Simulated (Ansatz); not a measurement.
**Straining Ti2C**

Level of theory: Ansatz 0.2.0, DFT PBEsol, scalar-relativistic, plane waves, PAW. Settings: 420 eV cutoff, 8×8×8 k-mesh, Gaussian smearing of 0.10 eV, no spin polarisation.

Reference structure (relaxed):

```xyz
12
Lattice="0.0000 4.2746 4.2746 4.2746 0.0000 4.2746 4.2746 4.2746 0.0000" Properties=species:S:1:pos:R:3 pbc="T T T"
Ti    3.2564    5.2927    5.2927
Ti    3.2564    3.2564    3.2564
Ti    5.2927    5.2927    3.2564
Ti    5.3937    7.4300    5.3937
Ti    7.4300    7.4300    7.4300
Ti    7.4300    5.3937    5.3937
Ti    5.3937    5.3937    7.4300
Ti    5.2927    3.2564    5.2927
C     5.3432    5.3432    5.3432
C     5.3432    3.2059    3.2059
C     3.2059    3.2059    5.3432
C     3.2059    5.3432    3.2059
```

Deformation: biaxial strain in the a-b plane, with the length and tilt of c and the atoms relaxed, all within the symmetry that the strain leaves. Energies are extrapolated to zero smearing.

```
strain (%)  ΔE (meV/atom) a (Å) b (Å) c (Å)
      -3.0           27.6  5.864  5.864  6.042
      -1.5            6.6  5.954  5.954  6.042
      +0.0            0.0  6.045  6.045  6.045
      +1.5            6.2  6.136  6.136  6.049
      +3.0           23.9  6.227  6.227  6.054
```

Problem. What stiffness (1/V) d²E/dε² at zero strain does a cubic fit over all points give?

Solution. A cubic fit gives (1/V) d²E/dε² = 704 GPa at zero strain (twice the biaxial modulus).

Problem. How does the free axis c answer a small strain?

Solution. Between the innermost points its strain is 0.04 times the applied one.

Cost: 5 runs of about 10 core-minutes in all, on Intel Xeon 6975P-C (Granite Rapids) (shared hosts).